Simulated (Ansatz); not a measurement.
# CoGe: anisotropy from total energies

Method: DFT PBEsol, spin-orbit coupling, plane waves, PAW in Ansatz.

```
CELL_PARAMETERS angstrom
1.44184 1.44184 3.41553
1.44184 3.41553 1.44184
3.41553 1.44184 1.44184
ATOMIC_POSITIONS crystal
Co 0.00000 0.00000 0.00000
Ge 0.50000 0.50000 0.50000
```

| Property | Result |
| --- | --- |
| plane-wave cutoff | 420 eV |
| Γ-centred k-mesh | 18×18×18 |
| occupation rule | Gaussian smearing, 0.1 eV |
| list of starting moments (μB, in atom order) | 2 0 |
| check for lower electronic states after the SCF | on |

The moments start along each conventional axis in turn. Free energies count from the first axis and are rough on this mesh. The states are those that the runs reached from these starts; a lower one can exist.

| axis | Cartesian direction | ΔF (meV/cell) | site spin moments along the axis, as the non-collinear run integrates them (μB) |
| --- | --- | --- | --- |
| c | 0.577 0.577 0.577 | 0.000 | Co +0.17 |
| a | 0.707 -0.707 0.000 | -0.036 | Co +0.17 |

Cost: 2 runs of about 12 core-minutes in all, on Intel Xeon 6975P-C (Granite Rapids) (shared hosts).